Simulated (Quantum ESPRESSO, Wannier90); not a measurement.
**Wannier functions of HfO2 (P4₂/nmc)**

Cell from Materials Project (mp-1018721), symmetrised, no further relaxation. Not found in the COD (Crystallography Open Database) copy used, which has the formula in other groups; not checked further. Computed values, not measurements, from PBEsol: Quantum ESPRESSO (norm-conserving PseudoDojo potentials, cutoff 68 Ry, spinors with spin-orbit coupling) on a Γ-centred 6×6×4 mesh, then Wannier90. Density: 10×10×6 mesh, cold smearing 0.01 Ry.

```
begin unit_cell_cart
ang
    3.5580200000    0.0000000000    0.0000000000
    0.0000000000    3.5580200000    0.0000000000
    0.0000000000    0.0000000000    5.1718600000
end unit_cell_cart
mp_grid = 6 6 4
```

Which shells of neighbouring k-points and which b-vectors and weights does Wannier90 pick for this cell and mesh?


```
 *---------------------------------- K-MESH ----------------------------------*
 +----------------------------------------------------------------------------+
 |                    Distance to Nearest-Neighbour Shells                    |
 |                    ------------------------------------                    |
 |          Shell             Distance (Ang^-1)          Multiplicity         |
 |          -----             -----------------          ------------         |
 |             1                   0.294320                      4            |
 |             2                   0.303720                      2            |
 |             3                   0.416232                      4            |
 |             4                   0.422930                      8            |
 |             5                   0.515262                      8            |
 |             6                   0.588641                      4            |
 |             7                   0.607440                      2            |
 |             8                   0.658120                      8            |
       ... (lines left out)
 +----------------------------------------------------------------------------+
 | The b-vectors are chosen automatically                                     |
 | The following shells are used:                       1,  2                 |
 +----------------------------------------------------------------------------+
 |                        Shell   # Nearest-Neighbours                        |
 |                        -----   --------------------                        |
 |                          1               4                                 |
 |                          2               2                                 |
 +----------------------------------------------------------------------------+
 | Completeness relation is fully satisfied [Eq. (B1), PRB 56, 12847 (1997)]  |
 +----------------------------------------------------------------------------+
 |                  b_k Vectors (Ang^-1) and Weights (Ang^2)                  |
 |                  ----------------------------------------                  |
 |            No.         b_k(x)      b_k(y)      b_k(z)        w_b           |
 |            ---        --------------------------------     --------        |
 |             1         0.000000    0.294320    0.000000     5.772043        |
 |             2         0.294320    0.000000    0.000000     5.772043        |
 |             3         0.000000   -0.294320    0.000000     5.772043        |
 |             4        -0.294320    0.000000    0.000000     5.772043        |
 |             5         0.000000    0.000000    0.303720     5.420306        |
 |             6         0.000000    0.000000   -0.303720     5.420306        |
```
